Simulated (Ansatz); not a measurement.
GaH: relaxed-ion elastic tensor

All numbers below come from DFT PBE, scalar-relativistic, plane waves, PAW (Ansatz 0.2.0). Settings: 420 eV plane-wave cutoff, Γ-centred 18×18×14 mesh, Gaussian smearing of 0.10 eV. No spin polarisation.

Relaxed structure:
```
CELL_PARAMETERS angstrom
2.78534 0.00000 0.00000
-1.39267 2.41217 0.00000
0.00000 0.00000 3.53818
ATOMIC_POSITIONS crystal
Ga 0.00000 0.00000 0.00000
H 0.00000 0.00000 0.50000
```

It was reached by relaxing an invented guess, and it needn't be the stable form of this composition. In a metal, frequencies and elastic constants depend on the k mesh and the smearing, soft modes and shear constants most.

Question: Give the relaxed-ion elastic constants (GPa, Voigt order xx yy zz yz xz xy, on the Cartesian axes of the cell above).

Answer:
```
 98.7  41.0   5.8   0.0   0.0   0.0
 41.0  98.7   5.8   0.0   0.0   0.0
  5.8   5.8 264.2   0.0   0.0   0.0
  0.0   0.0   0.0  44.8   0.0   0.0
  0.0   0.0   0.0   0.0  44.8   0.0
  0.0   0.0   0.0   0.0   0.0  28.8
```

Question: Is the crystal stable against homogeneous strain?

Answer: Yes: the least eigenvalue of the tensor is 28.8 GPa.

Question: And the moduli of a polycrystal (Hill averages)?

Answer: B = 60 GPa, G = 46 GPa, E = 109 GPa, ν = 0.20.
